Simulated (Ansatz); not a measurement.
Question: Name crystals whose computed values (PBEsol (plane waves, PAW; program Ansatz)) fall in these windows: highest Γ mode, no LO–TO term (cm⁻¹) 440 to 590; Θ_D (K) 590 to 800; B₀ by P(V) fit (GPa) 220 to 310.

Answer: 

| crystal | highest Γ mode, no LO–TO term (cm⁻¹) | Θ_D (K) | B₀ by P(V) fit (GPa) |
|---|---|---|---|
| ZrN, rock salt | 499 | 678 | 268 |
| Si2W, MoSi2 or CaC2 type | 448 | 616 | 231 |
Others may fit too.

All cells were relaxed under the symmetry of their starts (and spin orders); stability against distortions was not tested throughout. Named crystals with no word on spin ran without spin polarisation. Spin–orbit coupling is left out wherever it is not named.

Potentials: the earlier of the program's two PAW sets. The files were generated under PBE; for other functionals the program regenerates the frozen cores, and for LDA and PBEsol the local potential too.
